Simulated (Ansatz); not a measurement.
KCl (rock salt), relaxed with r²SCAN (Ansatz, a program for electronic structure, plane waves, PAW): a = 6.293 Å, b = 6.293 Å, c = 6.293 Å, α = 90.00°, β = 90.00°, γ = 90.00°.

| Item | Result |
|---|---|
| gap (eV) | 5.83 |
| ΔH_f (eV/atom) | -2.18 |

Question: The same phase is relaxed and computed with PBE in the same code. What are the cell and these values now?

Answer: a = b = c = 6.382 Å, α = β = γ = 90.00°.

gap (eV): 5.05
ΔH_f (eV/atom): -1.97

All cells were relaxed under the symmetry of their starts (and spin orders); stability against distortions was not tested throughout.

Potentials: the later of the program's two PAW sets.

Ansatz is a plane-wave DFT program.

Formation energies count from the lowest solids of the elements computed at the same level, not from gases.
